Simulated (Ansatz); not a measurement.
Trial structures of ZrPb2O3: starts and ends

Method: DFT PBE, scalar-relativistic, plane waves, PAW in Ansatz. Settings: cutoff 420 eV, Γ-centred meshes spaced at most about 0.3 Å⁻¹, and about 0.25 Å⁻¹ or finer for metals (2π included), Gaussian smearing. Collinear spin in cells that started with moments and kept them past the coarse steps, no spin elsewhere.

Each guess was relaxed in cell and atoms at zero pressure, within the symmetry of its start. These are static total energies at zero pressure. Coordination counts O atoms around Pb and Zr (those within 1.25 times the shortest such distance or 1.15 times the sum of covalent radii, 1.27 where that leaves under three; a plus sign parts nearer from farther groups; the shortest distance is added where it exceeds 1.18 times the sum of covalent radii).

```tsv
guess	made from	start group	V start (Å³/atom)	end group	V end (Å³/atom)	coordination at the end	gap on mesh (eV)	largest moment (μB)	E over the lowest end (meV/atom)
1	random cell	P4/mmm	21.2	P4/mmm	22.3	Zr 8+2 from 3.6 Å, Pb 2	0	-	392
2	random cell	P6/mmm	18.8	?	?	?	?	?	?
3	random cell	P6/mmm	19.3	P6/mmm	22.0	Zr 12+12 from 5.0 Å, Pb 6 from 2.6 Å	0	-	862
4	ErCo3Ni2 type	P6/mmm	18.8	P6/mmm	18.4	Zr 12 from 3.5 Å, Pb 6	0	1.1	0
```

Guess 2 as it starts:

```cif
data_structure
_symmetry_space_group_name_H-M 'P6/mmm'
_symmetry_Int_Tables_number 191
_cell_length_a 3.9084
_cell_length_b 3.9084
_cell_length_c 8.5491
_cell_angle_alpha 90.000
_cell_angle_beta 90.000
_cell_angle_gamma 120.000
_cell_volume 113.10
loop_
_atom_site_label
_atom_site_type_symbol
_atom_site_symmetry_multiplicity
_atom_site_Wyckoff_symbol
_atom_site_fract_x
_atom_site_fract_y
_atom_site_fract_z
_atom_site_occupancy
Zr1 Zr 1 a 0.00000 0.00000 0.00000 1
Pb1 Pb 2 e 0.00000 0.00000 0.29215 1
O1 O 2 d 0.33333 0.66667 0.50000 1
O2 O 1 b 0.00000 0.00000 0.50000 1
```

Problem. Predict the end of this guess and its energy over the lowest end.

Solution. It ends in space group P6/mmm (No. 191), with a = 3.714 Å, c = 10.034 Å, 20.0 Å³/atom and no gap, without spin. It lies 1.09 eV/atom over the lowest end, above guess 3 and so the highest of the set. Counting O atoms around Pb and Zr, this end has Zr 14+12 from 5.0 Å, Pb 1 and the lowest (guess 4) has Zr 12 from 3.5 Å, Pb 6.

```cif
data_structure
_symmetry_space_group_name_H-M 'P 1'
_symmetry_Int_Tables_number 1
_cell_length_a 3.7137
_cell_length_b 3.7137
_cell_length_c 10.0342
_cell_angle_alpha 90.000
_cell_angle_beta 90.000
_cell_angle_gamma 120.000
_cell_volume 119.85
loop_
_atom_site_label
_atom_site_type_symbol
_atom_site_fract_x
_atom_site_fract_y
_atom_site_fract_z
_atom_site_occupancy
Zr1 Zr 0.00000 0.00000 0.00000 1
Pb1 Pb 0.00000 0.00000 0.28959 1
Pb2 Pb 0.00000 0.00000 0.71041 1
O1 O 0.33333 0.66667 0.50000 1
O2 O 0.66667 0.33333 0.50000 1
O3 O 0.00000 0.00000 0.50000 1
```

The zero of energy is the elements' standard structures at the same level (O₂ as a molecule); no fitted shifts are applied.

Problem. Is the lowest end bound against the elements?

Solution. Yes: its formation energy is −0.16 eV/atom. Whether it is stable depends on the other phases of the system, which aren't compared here.

These runs have no spin–orbit coupling, which can matter for Pb. Another magnetic order may lie lower. Cells relaxed within their symmetry can be saddle points. A lower structure may well exist outside this small set. Some types were kept out of the candidates beforehand, so the set may lack a known form.
